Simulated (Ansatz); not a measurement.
AlB2W2:
```cif
data_AlB2W2
_chemical_formula_sum 'W2 Al1 B2'
_space_group_name_H-M_alt 'P-6m2'
_space_group_IT_number 187
_space_group_name_Hall 'P -6 2'
_cell_length_a 3.01376
_cell_length_b 3.01376
_cell_length_c 7.48125
_cell_angle_alpha 90.000
_cell_angle_beta 90.000
_cell_angle_gamma 120.000
loop_
_atom_site_label
_atom_site_type_symbol
_atom_site_symmetry_multiplicity
_atom_site_Wyckoff_symbol
_atom_site_fract_x
_atom_site_fract_y
_atom_site_fract_z
_atom_site_occupancy
W1 W 2 h 0.33333 0.66667 0.28993 1
Al1 Al 1 a 0.00000 0.00000 0.00000 1
B1 B 1 b 0.00000 0.00000 0.50000 1
B2 B 1 f 0.66667 0.33333 0.50000 1
```

Relaxed with PBE.

Problem. Which orbitals make up the states near the Fermi level in DFT-PBE in the program Ansatz with PAW potentials?

Solution. Within 0.5 eV of the Fermi level: W 5d 81 %, B 2p 6 %, Al 3p 6 %. Projections are on Löwdin-orthogonalised atomic valence shells; empty p or d shells of many metals are not among them.

Problem. Tabulate the density of states.

Solution. States/eV per cell of 5 atoms, in 0.25 eV bins, energy from the Fermi level.

| E (eV) | total | W 5d | B 2p | Al 3p |
|---|---|---|---|---|
| -7.85 | 0.81 | 0.18 | 0.38 | 0.05 |
| -7.60 | 1.56 | 0.35 | 0.66 | 0.14 |
| -7.35 | 1.50 | 0.35 | 0.62 | 0.14 |
| -7.10 | 1.16 | 0.28 | 0.48 | 0.11 |
| -6.85 | 1.40 | 0.34 | 0.62 | 0.13 |
| -6.60 | 1.90 | 0.52 | 0.86 | 0.16 |
| -6.35 | 1.88 | 0.59 | 0.85 | 0.13 |
| -6.10 | 2.08 | 0.77 | 0.88 | 0.13 |
| -5.85 | 2.93 | 0.98 | 1.25 | 0.27 |
| -5.60 | 2.38 | 0.90 | 0.93 | 0.22 |
| -5.35 | 1.98 | 0.79 | 0.75 | 0.17 |
| -5.10 | 1.58 | 0.67 | 0.61 | 0.11 |
| -4.85 | 1.67 | 0.78 | 0.57 | 0.10 |
| -4.60 | 2.53 | 1.25 | 0.77 | 0.19 |
| -4.35 | 3.89 | 2.18 | 0.96 | 0.30 |
| -4.10 | 2.97 | 1.99 | 0.41 | 0.31 |
| -3.85 | 1.99 | 1.38 | 0.18 | 0.30 |
| -3.60 | 2.81 | 1.79 | 0.20 | 0.57 |
| -3.35 | 1.75 | 1.03 | 0.14 | 0.40 |
| -3.10 | 3.22 | 1.90 | 0.26 | 0.73 |
| -2.85 | 3.17 | 1.84 | 0.25 | 0.76 |
| -2.60 | 3.45 | 2.06 | 0.25 | 0.83 |
| -2.35 | 2.62 | 1.63 | 0.19 | 0.54 |
| -2.10 | 1.87 | 1.36 | 0.12 | 0.25 |
| -1.85 | 1.26 | 1.03 | 0.07 | 0.09 |
| -1.60 | 1.10 | 0.91 | 0.08 | 0.07 |
| -1.35 | 1.48 | 1.22 | 0.15 | 0.07 |
| -1.10 | 1.78 | 1.48 | 0.17 | 0.08 |
| -0.85 | 1.42 | 1.19 | 0.10 | 0.08 |
| -0.60 | 1.76 | 1.45 | 0.14 | 0.11 |
| -0.35 | 2.49 | 2.07 | 0.19 | 0.14 |
| -0.10 | 2.71 | 2.27 | 0.15 | 0.16 |
| 0.15 | 3.29 | 2.62 | 0.18 | 0.18 |
| 0.40 | 2.73 | 2.14 | 0.15 | 0.16 |
| 0.65 | 1.91 | 1.63 | 0.08 | 0.10 |
| 0.90 | 1.70 | 1.43 | 0.06 | 0.11 |
| 1.15 | 1.65 | 1.31 | 0.08 | 0.13 |
| 1.40 | 1.47 | 1.07 | 0.11 | 0.15 |
| 1.65 | 1.62 | 1.14 | 0.13 | 0.18 |
| 1.90 | 2.11 | 1.38 | 0.30 | 0.22 |
| 2.15 | 2.22 | 1.45 | 0.37 | 0.20 |
| 2.40 | 2.77 | 1.73 | 0.45 | 0.26 |
| 2.65 | 3.21 | 1.90 | 0.56 | 0.36 |
| 2.90 | 3.25 | 2.12 | 0.51 | 0.28 |
| 3.15 | 3.21 | 2.05 | 0.47 | 0.23 |
| 3.40 | 4.14 | 2.47 | 0.59 | 0.37 |
| 3.65 | 4.01 | 2.35 | 0.50 | 0.42 |
| 3.90 | 2.32 | 0.88 | 0.31 | 0.28 |
| 4.15 | 2.15 | 0.80 | 0.27 | 0.30 |
| 4.40 | 2.17 | 0.79 | 0.26 | 0.30 |
| 4.65 | 2.47 | 0.84 | 0.23 | 0.31 |

The start of the workflow was typed in or built on a structure type; neither database checked (COD, Materials Project) lists it. Its standing as an ambient phase is unchecked. Symmetry was held in the PBE relaxation; its stability against distortions is not shown here. No spin polarisation was allowed. Spin–orbit coupling is left out wherever it is not named.

Potentials: the earlier of the program's two PAW sets.
